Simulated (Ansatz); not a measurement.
## Fixed-spin-moment curve of Cr (Im-3m)

```
Cr
1.0
     2.96890    0.00000    0.00000
     0.00000    2.96890    0.00000
     0.00000    0.00000    2.96890
Cr
2
Direct
  0.00000 0.00000 0.00000
  0.50000 0.50000 0.50000
```

The geometry is a structure from the Materials Project, held fixed and not relaxed.

Settings: PBE, 11×11×11 k mesh, Fermi–Dirac smearing of 0.05 eV. PAW means Ansatz 0.2.0 on its default frozen-core files; LAPW is all-electron LAPW in Ansatz 0.2.0. Site moments are integrated in spheres about the atoms, whose radii differ between the methods. Start moments of the first PAW run (μB): Cr1 -3, Cr2 3.

Each run fixes M = N↑ − N↓ with two Fermi levels; the holding field B = (E_F↑ − E_F↓)/2μB is the slope of the free energy against M over μB. Energies count from each method's free run. The held moment starts on the atoms that carry the free run's moments.

Q: Does the cell keep a net moment when the moments are free, and how does its energy change with a held moment?

A: The free run has no net moment (M = 0.00 μB, site moments up to 1.69 μB). 
| M (μB/cell) | ΔF PAW (meV/cell) | ΔF LAPW (meV/cell) | B, PAW (T) | largest site moment, PAW (μB) | pressure, PAW (GPa) |
| --- | --- | --- | --- | --- | --- |
| 0.00 | 0.0 | – | – | 1.69 | -13.7 |
| 0.10 | +8.6 | +8.6 | +2973 | 1.72 | -13.7 |
| 0.30 | +67.0 | +67.0 | +6411 | 1.72 | -14.5 |
| 0.60 | +191.0 | – | +7477 | 1.55 | -17.2 |
| 1.00 | +366.9 | +369.5 | +6901 | 0.94 | -21.5 |
| 1.60 | +614.2 | +616.4 | +7684 | 0.72 | -19.4 |
| 2.40 | +990.0 | +992.0 | +8419 | 1.08 | -13.8 |

Q: Check μB·B = dF/dM between M = 0.60 and 1.00 μB with the PAW numbers.

A: ΔF/ΔM = +175.9 meV / 0.40 = +439.8 meV per μB, which is +7597 T with μB = 0.05788 meV/T. The mean of the two holding fields is +7189 T. The slope equals the mean of B over the step, so the two agree where B(M) is nearly straight between its ends, and here they lie within a tenth of each other.

Q: Does the curve hint at itinerant metamagnetism?

A: Yes: the holding field falls while M rises, so F(M) has a region of negative curvature, and a field would make the moment jump across it.

This cell lies far from its zero-pressure volume, so the numbers describe the cell as given rather than the relaxed compound. The Ansatz runs typed with the search for lower states off end where their start leads. The magnetic state is the one that this cell and start allow. It needn't be the compound's measured order, which may need a larger cell or be absent.
